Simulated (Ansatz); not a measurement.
# TiC: from a starting cell to a relaxed one

The start is a relaxed TiC cell, doubled along one cell vector, shaken by Gaussian noise of σ = 0.08 Å a coordinate. The cell and all atomic positions are relaxed at zero pressure with PBE (plane waves to 420 eV, PAW, scalar-relativistic; Ansatz, a program for electronic structure). First-step values are on the input's coarse k-mesh.

Ansatz input (later rounds restart from its end on a renewed k-mesh):
Ansatz 0.2 input:
```yaml
crystal:
  lattice:
    - [6.312136508, 0, 0]
    - [-1.578034127, 2.733235284, 0]
    - [0, 0, 4.710200402]
  atoms:
    - { symbol: Ti, position: [0.1381882375, 0.6839269454, 0.7448051406] }
    - { symbol: Ti, position: [0.6860475628, 0.6624229246, 0.7565881665] }
    - { symbol: Ti, position: [0.3344081002, 0.3229791308, 0.2403271187] }
    - { symbol: Ti, position: [0.8414338766, 0.3089609189, 0.2482440276] }
    - { symbol: C, position: [-0.0001992451, -0.0363433876, -0.011312923] }
    - { symbol: C, position: [0.5119566681, -0.001813875, -0.035636378] }
    - { symbol: C, position: [0.001612152, -0.0388821206, 0.520879715] }
    - { symbol: C, position: [0.5209827141, 0.0465438411, 0.4951988509] }
basis: { ecutwfc: 420, ecutrho_ratio: 4, xc_grid: 2, fft_grid_basis: typed }
kpoints: { mp_grid: { grid: [4, 8, 5] } }
hamiltonian:
  xc: pbe
  dispersion: none
  pseudopotentials: { azcp: { folder: ./paw }, kind: paw }
scf: { occupations: { method: fermi_dirac, width: 0.05 } }
relax: { f_tol: 0.01, max_steps: 100, cell: { stress_tol: 0.02 } }
output: { forces: true, stress: true }
```

```json
{
 "largest_initial_force": "about 7.8 eV/Å, on Ti1 (atoms numbered as listed)",
 "energy_released": "0.21 eV/atom",
 "relative_to_the_parent": "The parent structure is recovered, P6₃/mmc (No. 194)",
 "Shortest distances (start → end)": "The closest pairs of elements (up to four, under 3.6 Å), start → end: C–Ti 1.84 → 2.17 Å; C–C 2.20 → 2.36 Å; Ti–Ti 2.82 → 2.98 Å",
 "optimiser_moves": "8"
}
```

Final values are on a 17×17×10 k-mesh of the relaxed cell. No spin polarisation in the result.

The relaxed structure here is a generated cell of TiC: the first start was made by placing the elements on the sites of a structure type, and the end was not matched to a known phase here, so it may be hypothetical. Known forms of TiC include space group No. 225.
